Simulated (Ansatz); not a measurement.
The cell is Li2BrCl, ordered on the rocksalt lattice (R-3m) with 4 atoms a cell; cell and atoms were relaxed with r2SCAN. It is trigonal, R-3m (No. 166); a = 3.752 Å, c = 18.349 Å in the conventional setting, 18.64 Å³ an atom. Cl is surrounded by 6 Li at 2.61 Å; Br is surrounded by 6 Li at 2.70 Å; Li is surrounded by 3 Cl at 2.61 Å and 3 Br at 2.70 Å.

```cif
data_structure
_symmetry_space_group_name_H-M 'P 1'
_symmetry_Int_Tables_number 1
_cell_length_a 6.4887
_cell_length_b 6.4887
_cell_length_c 6.4887
_cell_angle_alpha 33.611
_cell_angle_beta 33.611
_cell_angle_gamma 33.611
_cell_volume 74.57
loop_
_atom_site_label
_atom_site_type_symbol
_atom_site_fract_x
_atom_site_fract_y
_atom_site_fract_z
_atom_site_occupancy
Cl1 Cl 0.00000 0.00000 0.00000 1
Br1 Br 0.50000 0.50000 0.50000 1
Li1 Li 0.25436 0.25436 0.25436 1
Li2 Li 0.74564 0.74564 0.74564 1
```

4 runs of Ansatz 0.2.0 on this cell differ in the functional (and in the settings that go with it). Levels are in eV from each run's valence top; v1 is the last filled band, c1 the first empty one.

Run A, mean stress 0.0 GPa (compression positive):
```
point     v2     v1    c1    c2
    Γ   0.00   0.00  5.91  6.59
    T  -0.03  -0.03  6.75  7.16
   H₂  -1.38  -1.03  7.76  7.90
```

Run B, mean stress 0.0 GPa (compression positive):
```
point     v2     v1    c1    c2
    Γ   0.00   0.00  6.32  7.00
    T  -0.03  -0.03  7.22  7.53
   H₂  -1.49  -1.08  8.25  8.42
```

Run C, mean stress -0.1 GPa (compression positive):
```
point     v2     v1    c1    c2
    Γ   0.00   0.00  7.01  7.70
    T  -0.03  -0.03  7.93  8.24
   H₂  -1.51  -1.09  8.97  9.15
```

Run D, mean stress +0.6 GPa (compression positive):
```
point     v2     v1    c1    c2
    Γ   0.00   0.00  5.08  5.77
    T  -0.02  -0.02  5.96  6.27
   H₂  -1.34  -1.00  6.99  7.15
```

Q: Match the runs to PBE, r2SCAN, HSE06, PBE0.

A: A is r2SCAN, B is HSE06, C is PBE0, D is PBE. In order of the gap: PBE 5.08, r2SCAN 5.91, HSE06 6.32, PBE0 7.01 eV.

Spin-unpolarised throughout. Whether this structure exists isn't addressed.

The runs are scalar-relativistic, without spin-orbit coupling.

The program warns that its thresholds are loose for a hybrid's stress.
